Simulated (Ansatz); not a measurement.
## Sn3Te under strains and displacements

All numbers below come from DFT PBEsol, scalar-relativistic, plane waves, PAW in Ansatz 0.2.0.

Plane waves to 420 eV, a k mesh through Γ of 10×10×10 on the computed 4-atom cell and Gaussian smearing (0.10 eV); no spin polarisation.

Reference cell:

```
Sn Te
1.0
     4.86562    0.00000    0.00000
     0.00000    4.86562    0.00000
     0.00000    0.00000    4.86562
Sn Te
3 1
Direct
  0.50000 0.50000 0.00000
  0.50000 0.00000 0.50000
  0.00000 0.50000 0.50000
  0.00000 0.00000 0.00000
```

Each variant moves atoms of this cell by the vectors given, if any (Å), and then applies a symmetric strain (tensor components, Cartesian axes). The reference cell isn't relaxed at this level. Energies are per atom at zero smearing, counted from the lowest variant. Pressure is positive in compression.

1. strain (xx yy zz yz xz xy, %) 0.14 0.14 0.14 0.00 0.00 0.00
2. strain (xx yy zz yz xz xy, %) 4.50 4.50 4.50 0.00 0.00 0.00
3. strain (xx yy zz yz xz xy, %) -0.11 -0.11 -0.11 0.00 0.00 0.00

(1) Order the variants by energy, lowest first.

(2) Order them by pressure, highest first.

Results:

(1) 3 (0.0 meV/atom), 1 (3.2 meV/atom), 2 (118.0 meV/atom).

(2) 3 (-2.29 GPa), 1 (-2.58 GPa), 2 (-6.26 GPa).